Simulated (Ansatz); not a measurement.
**Notes on ScBi$_{2}$**

```xyz
12
Lattice="6.2941 0.0000 0.0000 -3.1471 5.4509 0.0000 0.0000 0.0000 10.2597" Properties=species:S:1:pos:R:3 pbc="T T T"
Bi    0.0000    0.0000    0.0000
Bi    0.0000    0.0000    5.1299
Sc   -0.0003    3.6341    0.6464
Sc    3.1467    1.8168    5.7762
Sc   -0.0003    3.6341    4.4835
Sc    3.1471    1.8173    9.6134
Bi    3.1471    3.6303    2.5649
Bi   -1.5704    4.5406    7.6948
Bi    1.5767    0.9103    2.5649
Bi    0.0000    1.8206    7.6948
Bi    4.7174    0.9103    2.5649
Bi    1.5704    4.5406    7.6948
```

Single point in Ansatz 0.2.0 with r2SCAN, no spin polarisation. Cutoff 500 eV, PAW datasets, 6×6×4 Γ-centred k mesh, gaussian filling (width 0.1149 eV).

(1) Is there a gap?

(2) Where is the largest force?

(3) How is the charge shared?

(4) Is the cell too large or too small?

(5) Describe some of the short contacts.

Origin: a known structure type with other elements, at an estimated volume, so it need not be a known compound. Caveats: many states at the Fermi level without spin polarisation, so a magnetic state may lie lower.

Answers

(1) It is a metal, with about 14 states/eV a cell as the mean within 0.25 eV of the Fermi level, mostly Sc d (62 %) and Bi p (22 %).

(2) The largest is on Bi8 (and as large on other atoms): 1.33 eV/Å, components (1.15, -0.66, 0.00). It makes 30° with the line to a nearest neighbour, Bi10 at 3.14 Å, pointing towards it.

(3) Bader charges in e: Sc +1.04, Bi -0.53 to -0.49. In the mean Sc gives up most and Bi takes most.

(4) The pressure is 3.1 GPa (compression positive), so with the atoms held at these fractions the cell would first expand; the forces are large, so a full relaxation may end otherwise.

(5) Bi–Bi at 3.14 Å: least valence density 0.22 e/Å³ and ELF 0.28 there. Sc–Bi at 3.69 Å: least valence density 0.07 e/Å³ and ELF 0.13 there. Sc–Sc at 3.84 Å: least valence density 0.08 e/Å³ and ELF 0.56 there. Both are smooth PAW fields, read partly inside the augmentation spheres.
